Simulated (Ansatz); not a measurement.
## Data sheet: Yb (DFT)

Yb:
```
CELL_PARAMETERS angstrom
      3.65497     0.00000     0.00000
     -1.82748     3.16529     0.00000
      0.00000     0.00000     6.03498
ATOMIC_POSITIONS crystal
  Yb 0.66667 0.33333 0.75000
  Yb 0.33333 0.66667 0.25000
```

Space group P6_3/mmc (No. 194), hcp (Mg type); conventional cell a = b = 3.655 Å, c = 6.035 Å, α = β = 90.00°, γ = 120.00°.

Method: r²SCAN in the plane-wave PAW code Ansatz. Geometry: relaxed at this level of theory. Other levels are named where they apply.

**Cell and energy**

| Quantity | Value |
|---|---|
| Volume per atom | 34.91 Å³ |
| Density | 8.23 g/cm³ |

**Electronic structure**

| Item | Result |
|---|---|
| Electronic character | metallic (no gap) |
| Density of states at the Fermi level | 1.0 states/eV per atom (mean over ±0.08 eV) |
| Gap with spin–orbit coupling | none (metallic) |

**Mechanics**

| Quantity | Value |
|---|---|
| Bulk modulus (Birch–Murnaghan fit) | 18.8 GPa |
| Pressure derivative B′ | 3.5 |
| Elastic constants (relaxed ions, GPa) | C11 = 30.1, C12 = 23.3, C13 = 3.6, C33 = 47.9, C44 = 8.3 |
| Mechanical stability | stable (all eigenvalues of C positive) |
| Hill bulk and shear moduli | 18.8 and 7.4 GPa |
| Young's modulus | 19.7 GPa |
| Poisson's ratio | 0.33 |
| Debye temperature from the elastic constants | 97.1 K |

**Phonons**

| Property | Value |
|---|---|
| Highest zone-centre frequency | 2.73 THz |
| Zone-centre stability | no imaginary mode at Γ |

The workflow started from a Materials Project entry (that database holds measured and hypothetical structures alike); the Crystallography Open Database files this formula in space group No. 194, but the cells were not matched. It is not the phase usual at ambient conditions (space group No. 225). The r²SCAN relaxation kept the symmetry of its start. The run is not spin-polarised. The 4f shell is in the valence. No Hubbard U is applied. As this level gives no gap, shear constants depend on the k-mesh and smearing (Fermi–Dirac, 0.1 eV here). As this level gives no gap, phonon frequencies hold no LO–TO term and depend on the k-mesh and smearing (Fermi–Dirac, 0.1 eV here). Axis ratios of metals converge slowly with the k-mesh, so a and c are less sure than the volume. Spin–orbit coupling is left out wherever it is not named.

Potentials: the later of the program's two PAW sets.
